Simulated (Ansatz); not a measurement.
Eu (Im-3m); parallel moments.

```
CELL_PARAMETERS angstrom
-2.30300 2.30300 2.30300
2.30300 -2.30300 2.30300
9.21200 9.21200 0.00000
ATOMIC_POSITIONS crystal
Eu 0.00000 0.00000 0.00000
Eu 0.50000 0.50000 0.25000
Eu 0.00000 0.00000 0.50000
Eu 0.50000 0.50000 0.75000
```

The geometry is a structure as deposited in COD, repeated to hold the magnetic orders, held fixed and not relaxed.

Settings: PBE, 8×8×3 k mesh, Fermi–Dirac smearing of 0.05 eV. PAW means Ansatz 0.2.0 on its default frozen-core files. Site moments are integrated in spheres about the atoms. Start moments (μB): Eu1 7, Eu2 7, Eu3 7, Eu4 7.

The self-consistent cycle went as follows.

```tsv
iteration	Harris–Foulkes energy less the last (meV)	density residual (eV)	M (μB)	∫|m| (μB)
1	4694.526	1.6e+00	28.7858	28.7858
2	3291.747	5.3e-01	28.7698	28.7698
3	1435.111	3.1e-01	29.0103	29.0103
4	142.008	1.5e-01	29.4363	29.4363
5	11.264	9.2e-03	29.5270	29.5270
6	-0.959	4.2e-03	29.4726	29.4726
7	-2.004	1.4e-04	29.4777	29.4777
8	-2.086	3.8e-06	29.4884	29.4884
9	0.009	3.4e-06	29.4961	29.4961
10	0.003	1.2e-06	29.4993	29.4993
11	0.000	9.6e-08	29.5039	29.5039
12	0.000	3.3e-08	29.5056	29.5056
13	0.000	1.7e-08	29.5058	29.5058
```

Site moments (μB): Eu1 7.10, Eu2 7.10, Eu3 7.10, Eu4 7.10. Cell moment 29.51 μB.

Without U a semilocal functional puts the f levels too near the Fermi level, which can change moments and the order of magnetic states; site and cell moments are spin moments. Spin–orbit coupling is left out although heavy atoms are present. With open f shells a run can end in a state that isn't the lowest. None of this fixes the real material's magnetic order: only patterns that fit the cell were computed, at zero temperature, with a functional that can overstate moments.
